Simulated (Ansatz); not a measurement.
BP:
```yaml
crystal:
  lattice:
    - [0.00000, 2.14430, 2.14430]
    - [2.14430, 0.00000, 2.14430]
    - [2.14430, 2.14430, 0.00000]
  atoms:
    - { symbol: P, position: [0.00000, 0.00000, 0.00000] }
    - { symbol: B, position: [0.50000, 0.50000, 0.50000] }
```

Relaxed with the program Ansatz at the PBEsol level (PAW). Indices refer to the conventional cell of Fm-3m, a = b = c = 4.2886 Å, α = β = γ = 90.00°.

Question: Simulate the powder diffraction pattern (Mo Kα, λ = 0.71073 Å; lines above 1 %) up to 2θ = 45°.

Answer: Simulated powder pattern, Mo Kα, λ = 0.71073 Å (kinematic, ideal powder, no thermal factors, no anomalous dispersion; the 30 strongest lines at most, above 1 %, up to 2θ = 45°):

```tsv
2θ (°)	d (Å)	I/Imax (%)	hkl
16.50	2.476	72	(111)
19.08	2.144	100	(200)
27.11	1.516	68	(220)
31.90	1.293	33	(311)
33.36	1.238	24	(222)
38.71	1.072	11	(400)
42.35	0.984	13	(331)
43.50	0.959	30	(420)
```

The start of the workflow was typed in or built on a structure type; neither database checked (COD, Materials Project) lists it. It is not the phase usual at ambient conditions (space group No. 216). The cell was relaxed with PBEsol under the symmetry of its start; whether a distortion lowers the energy is not shown. Its formation energy is positive at this level, so the cell may be metastable or incomplete.

Potentials: the earlier of the program's two PAW sets. The files were generated under PBE; for other functionals the program regenerates the frozen cores, and for LDA and PBEsol the local potential too.
